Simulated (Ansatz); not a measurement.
# WS$_{2}$ under strain

Computed with Ansatz 0.2.0, DFT r2SCAN, scalar-relativistic, plane waves, PAW. Run with 500 eV cutoff, 12×12×2 k-mesh, Gaussian smearing of 0.02 eV, no spin polarisation.

Starting point, cell and atoms relaxed:

```
W S
1.0
     3.18162    0.00000    0.00000
    -1.59081    2.75536    0.00000
     0.00000    0.00000   13.06738
W S
2 4
Cartesian
  0.0000 1.8369 3.2668
  1.5908 0.9185 9.8005
  0.0000 1.8369 8.2410
  1.5908 0.9185 1.7074
  0.0000 1.8369 11.3600
  1.5908 0.9185 4.8263
```

Deformation: biaxial strain in the a-b plane, with the length and tilt of c and the atoms relaxed, all within the symmetry that the strain leaves. Energies are extrapolated to zero smearing. Stress is positive in compression, on the Cartesian axes of the cell above. Gaps are generalised Kohn–Sham gaps over the whole zone.

Spin-orbit coupling is left out, which matters for the bands and energies of heavy elements.

Strains computed: -6.0, -4.0, -2.0, +2.0, +4.0, +6.0 %.

(1) At which strain does the energy stand 60.5 meV/atom over the relaxed crystal with σxx = 13.52, σyy = 13.52, σzz = 0.00 GPa?

Results:

(1) -4.0 %. The gap there is 1.59 eV against 1.37 unstrained.